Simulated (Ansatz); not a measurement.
HfC (rocksalt structure)

Method: r²SCAN, scalar-relativistic; no spin polarisation; PAW, 500 eV, Γ-centred 12×12×12 mesh, 0.05 eV Gaussian smearing; code Ansatz; PAW files: Ansatz's generated set soft_2.

```yaml
crystal:
  lattice:
    - [0.00000, 2.32034, 2.32034]
    - [2.32034, 0.00000, 2.32034]
    - [2.32034, 2.32034, 0.00000]
  atoms:
    - { symbol: Hf, position: [0.50000, 0.50000, 0.50000] }
    - { symbol: C, position: [0.00000, 0.00000, 0.00000] }
```

The compound is reported in the structure type of the start.

The run above is the reference. The same cell was run again with other input settings; several of them aren't fit for production, so the rows show the settings' effect and aren't properties of the material.

```tsv
keys changed	outcome	ΔE (meV/atom)	P (GPa)	gap on the mesh (eV)	cell moment (μB)	largest force component (eV/Å)	SCF iterations	rough core-seconds	new warnings
none (reference)	converged	0.0	0.0	metal	–	0.000	–	–	–
kpoints.mp_grid.grid: [12, 12, 12] → [10, 10, 10]	converged	1.0	0.1	metal	–	0.000	8	4	–
scf.occupations.method: "gaussian" → "fermi_dirac"; scf.occupations.width: 0.05 → 0.01; scf.mixing.preconditioner: "none"; scf.algorithm: "density_mixing"	converged	0.1	0.0	metal	–	0.000	8	5	–
crystal.symmetry: {"detect": false}	converged	0.0	0.0	metal	–	0.000	8	80	–
```

These changes also left energy (to 0.1 meV/atom), pressure, gap, moment and forces as in the reference: scf.lower_state_search: "standard"; scf.mixing.algorithm: "broyden"; scf.mixing.beta: 0.9 | scf.occupations.width: 0.05 → null; scf.occupations.method: "gaussian" → "tetrahedron" | accuracy: "high"; scf.n_extra_bands: 1.

ΔE is the energy with the smearing extrapolated to zero. It is left out where the change alters the Hamiltonian or the spin treatment. The varied runs start from atomic densities (corrected by the program's trained start where that serves), with the default search for lower states unless a row changes it.

Problem. What happens with these changes: hamiltonian.xc: "r2scan" → "pbesol"; kpoints.mp_grid.grid: [12, 12, 12] → [8, 8, 8]; scf.mixing.preconditioner: "local_kerker"?

Solution. outcome converged, P (GPa) -5.2, gap on the mesh (eV) metal, largest force component (eV/Å) 0.000, SCF iterations 6, rough core-seconds 1.7.

1 further run (cut off, refused for memory, with changed atoms or starts, or in doubt) is left out.

Of the reference: These numbers lack spin–orbit coupling.
